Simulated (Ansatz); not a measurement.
**Relaxing a structure of LiTaF6**

The start is a relaxed LiTaF6 cell shaken by Gaussian noise of σ = 0.08 Å a coordinate. Cell shape, volume and atoms are optimised at zero target pressure with r2SCAN (plane waves to 500 eV, PAW, scalar-relativistic; Ansatz, a program for electronic structure). First-step values are on the input's coarse k-mesh.

Ansatz input (later rounds restart from its end on a renewed k-mesh):
Ansatz 0.2 input:
```yaml
crystal:
  lattice:
    - [2.6038078853, 1.5033091835, 4.5394163819]
    - [-2.6038078853, 1.5033091835, 4.5394163819]
    - [0, -3.006618367, 4.5394163819]
  atoms:
    - { symbol: Li, position: [0.5078622281, 0.4970770455, 0.5176899029] }
    - { symbol: Ta, position: [-0.0026276694, -0.0020866806, 0.050212806] }
    - { symbol: F, position: [0.1002551125, 0.7697322934, 0.3377923377] }
    - { symbol: F, position: [0.8524520716, 0.2481535735, 0.6508559582] }
    - { symbol: F, position: [0.7743965411, 0.3486705499, 0.1070278907] }
    - { symbol: F, position: [0.2348011205, 0.6399568623, 0.878507386] }
    - { symbol: F, position: [0.3139372211, 0.138174272, 0.7882712636] }
    - { symbol: F, position: [0.6664261649, 0.8541013184, 0.2478664837] }
basis: { ecutwfc: 500, ecutrho_ratio: 4, xc_grid: 4, fft_grid_basis: typed }
kpoints: { mp_grid: { grid: [6, 6, 6] } }
hamiltonian:
  xc: r2scan
  dispersion: none
  pseudopotentials: { kind: paw }
scf: { occupations: { method: fermi_dirac, width: 0.05 } }
relax: { f_tol: 0.01, max_steps: 100, cell: { stress_tol: 0.02 } }
output: { forces: true, stress: true }
```

Is the parent structure recovered?

The parent structure is recovered, R-3 (No. 148).

Final structure:

Space group R-3, hexagonal axes (No. 148); a = b = 5.2055 Å, c = 13.6185 Å, α = β = 90.00°, γ = 120.00°

```csv
atom,site,symmetry,x,y,z
Li,3b,-3.,0.0000,0.0000,0.5000
Ta,3a,-3.,0.0000,0.0000,0.0000
F,18f,1,0.0603,0.3245,0.0809
```
(The calculation used a cell of 8 atoms; values per cell refer to that cell.)

Final values are on a 8×8×8 k-mesh of the relaxed cell. The start holds a very short contact (F–Ta 1.55 Å). No spin polarisation in the result.

The cell that was disturbed is our relaxation of an entry of Materials Project.
